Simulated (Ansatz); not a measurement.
Total density of states per atom from DFT-LDA in the program Ansatz with PAW potentials, in 0.25 eV bins, energy from the Fermi level:

(E (eV), states/eV/atom): (-7.85, 0.22); (-7.60, 0.31); (-7.35, 0.40); (-7.10, 0.37); (-6.85, 0.37); (-6.60, 0.45); (-6.35, 0.58); (-6.10, 0.71); (-5.85, 0.80); (-5.60, 0.50); (-5.35, 0.53); (-5.10, 0.63); (-4.85, 0.62); (-4.60, 0.42); (-4.35, 0.31); (-4.10, 0.26); (-3.85, 0.22); (-3.60, 0.17); (-3.35, 0.13); (-3.10, 0.08); (-2.85, 0.04); (-2.60, 0.06); (-2.35, 0.10); (-2.10, 0.16); (-1.85, 0.18); (-1.60, 0.20); (-1.35, 0.22); (-1.10, 0.27); (-0.85, 0.33); (-0.60, 0.38); (-0.35, 0.40); (-0.10, 0.46); (0.15, 0.43); (0.40, 0.41); (0.65, 0.43); (0.90, 0.41); (1.15, 0.42); (1.40, 0.39); (1.65, 0.47); (1.90, 0.62); (2.15, 0.68); (2.40, 0.59); (2.65, 0.49); (2.90, 0.39); (3.15, 0.35); (3.40, 0.34); (3.65, 0.32); (3.90, 0.28); (4.15, 0.28); (4.40, 0.34); (4.65, 0.25)

### Question
Which compound is it?
A) LuSi2, P6/mmm (Lu on 1a, Si on 2d)
B) B2W, P6/mmm (W on 1a, B on 2d)
C) BN, rock salt
D) IrW, Pmma (Ir on 2f, W on 2e)

### Answer
B, B2W, P6/mmm (W on 1a, B on 2d). Within 0.5 eV of the Fermi level: W 5d 73 %, B 2p 21 %. Projections are on Löwdin-orthogonalised atomic valence shells; empty p or d shells of many metals are not among them.

The workflow started from an entry of the Crystallography Open Database (COD), which files this formula under 2 space groups. Whether it is the stable phase at ambient conditions was not checked. The LDA relaxation kept the symmetry of its start; whether a distortion lowers the energy is not shown. No spin polarisation was allowed. Spin–orbit coupling is left out wherever it is not named.

Potentials: the later of the program's two PAW sets.
